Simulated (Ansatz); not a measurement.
Total density of states per atom from the program Ansatz at the r²SCAN level (PAW), in 0.25 eV bins, energy from the valence-band maximum:

```csv
E (eV),states/eV/atom
-7.85,1.25
-7.60,0.00
-7.35,0.00
-7.10,0.00
-6.85,0.00
-6.60,0.00
-6.35,0.00
-6.10,0.00
-5.85,0.00
-5.60,0.00
-5.35,0.00
-5.10,0.00
-4.85,0.07
-4.60,0.99
-4.35,0.86
-4.10,0.68
-3.85,0.43
-3.60,0.31
-3.35,0.36
-3.10,0.56
-2.85,0.57
-2.60,0.94
-2.35,1.03
-2.10,0.71
-1.85,0.81
-1.60,1.02
-1.35,0.90
-1.10,0.69
-0.85,0.43
-0.60,0.29
-0.35,0.22
-0.10,0.10
0.15,0.00
0.40,0.00
0.65,0.00
0.90,0.01
1.15,0.02
1.40,0.04
1.65,0.06
1.90,0.09
2.15,0.12
2.40,0.28
2.65,0.53
2.90,0.40
3.15,0.59
3.40,0.73
3.65,0.75
3.90,0.35
4.15,0.08
4.40,0.91
4.65,0.79
4.90,0.61
5.15,0.87
```

**Question.** Which of these materials gives this?
A. Cd2SeS, P3m1 (Cd on 1a, Cd on 1b, Se on 1b, S on 1a)
B. ErSb, rock salt
C. Cd2TeS, P3m1 (Cd on 1c, Cd on 1a, Te on 1a, S on 1c)
D. BeTe, rock salt

**Answer.** C, Cd2TeS, P3m1 (Cd on 1c, Cd on 1a, Te on 1a, S on 1c). Top 1 eV of the valence band: Te 5p 82 %, S 3p 9 %. Bottom 1 eV of the conduction band: Cd 5s 58 %, S 3p 12 %, S 3s 11 %, Te 5p 9 %, outside the projected shells 5 %. Projections are on Löwdin-orthogonalised atomic valence shells; empty p or d shells of many metals are not among them.

The workflow started from a Materials Project entry (that database holds measured and hypothetical structures alike); the Crystallography Open Database copy checked does not list it. Its standing as an ambient phase is unchecked. Symmetry was held in the r²SCAN relaxation; of distortions, only those at the zone centre were tested. Scalar-relativistic: spin–orbit coupling is off unless named, which matters more the heavier the elements.

Potentials: the later of the program's two PAW sets.
